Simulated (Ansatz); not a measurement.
Input and command of a plane-wave DFT calculation in Ansatz:

```yaml
crystal:
  lattice:
    - [5.0917234939, 0.0, 0.0]
    - [0.0, 5.0917234939, 0.0]
    - [0.0, 0.0, 5.0917234939]
  atoms:
    - { symbol: Sr, position: [0.0, 0.5, 0.5] }
    - { symbol: Sr, position: [0.5, 0.0, 0.5] }
    - { symbol: Sr, position: [0.5, 0.5, 0.0] }
    - { symbol: B, position: [0.0, 0.0, 0.0] }
basis:
  ecutwfc: 420
kpoints:
  mp_grid: { grid: [10, 10, 10] }
hamiltonian:
  xc: pbe
scf:
  occupations: { method: gaussian, width: 0.1 }
output:
  forces: true
  stress: true
  eigenvalues: true
relax:
  adjacent_minimum: "off"
  f_tol: 0.01
  max_steps: 80
  cell: { stress_tol: 0.05 }
```

```bash
ansatz run input.yaml --threads 1 --pin off --max-ram 2560MiB --backend cpu --events-out ev --progress --plain --runs-dir out
```

Processor: Arm Neoverse V2, 1 thread, on a host shared with other jobs.

Estimate time, memory and problem size.

About 19 s on 1 thread of Arm Neoverse V2, with other jobs on the host, peak memory 0.42 GiB. It solves 21 bands at 56 k points (the mesh reduced by the symmetry that the task leaves, which can be less than the crystal's) with about 2553 plane waves (on the last cell), in 13 SCF iterations over 2 ionic steps.
